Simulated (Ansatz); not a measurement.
In plane-wave PAW r²SCAN (Ansatz code), AlN in the tetragonal phase (P4_2/mnm; Al on 4g, N on 4f) relaxes to a = 5.285 Å, c = 3.100 Å. Against the elements it lies at -1.59 eV/atom, with no fitted shifts.

The Kohn–Sham gap is 4.48 eV (smallest direct gap 4.49 eV). The valence maximum lies on the M–Γ line, 88 % of the way from M and the conduction minimum at Γ. The screened hybrid HSE06 puts the gap at 5.20 eV. Electrons at the band edge weigh 0.33, 0.33, 0.36 mₑ (principal values). The hole mass is 0.50, 1.7, 3.4 mₑ (principal values).

An equation-of-state fit gives a bulk modulus of 196 GPa. The relaxed-ion elastic constants in GPa are C11 = 287, C12 = 147, C13 = 128, C33 = 429, C44 = 111, C66 = 140. The elastic constants imply a Debye temperature near 881 K. Bader charges are Al +2.49, N -2.49 e.

The start of the workflow was typed in or built on a structure type; neither database checked (COD, Materials Project) lists it. It is not the phase usual at ambient conditions (space group No. 186, 216). The cell was relaxed with r²SCAN under the symmetry of its start; its stability against distortions is not shown here. The references are the lowest solids computed at this level, not always the standard phases (solids in place of the gases).

Potentials: the earlier of the program's two PAW sets. The files were generated under PBE; for other functionals the program regenerates the frozen cores, and for LDA and PBEsol the local potential too.
